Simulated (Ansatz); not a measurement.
SiSn:
```yaml
crystal:
  lattice:
    - [3.49625, 0.00000, 0.00000]
    - [0.00000, 3.49625, 0.00000]
    - [0.00000, 0.00000, 3.49625]
  atoms:
    - { symbol: Sn, position: [0.00000, 0.00000, 0.00000] }
    - { symbol: Si, position: [0.50000, 0.50000, 0.50000] }
```

Relaxed with PBE. Special points in fractions of this cell's reciprocal vectors: Γ (0.000, 0.000, 0.000); X (0.000, 0.500, 0.000); M (0.500, 0.500, 0.000); R (0.500, 0.500, 0.500).

Problem. List the band energies nearest the Fermi level at these points for the program Ansatz at the PBE level (PAW).

Solution. In eV from the Fermi level; about four levels below and three above (degenerate sets whole), none deeper than 8.9 eV; … stands for higher levels left out; points with the same levels are listed once.

```
k                                below                above
-  -----------------------------------  -------------------
Γ              -1.41 -0.50 -0.50 -0.50          3.56 3.56 …
X                                -8.87       2.15 2.15 2.74
M              -6.53 -6.30 -5.01 -5.01  3.02 5.52 6.24 6.24
R  -1.79 -1.79 -1.79 -1.79 -1.79 -1.79                    …
```

Space group Pm-3m (CsCl type). The cell is a constructed one: a structure type filled with these elements; neither database checked (COD, Materials Project) lists it. Whether it is the stable phase at ambient conditions was not checked. Symmetry was held in the PBE relaxation; whether a distortion lowers the energy is not shown. Spin–orbit coupling is left out wherever it is not named.

Potentials: the later of the program's two PAW sets.
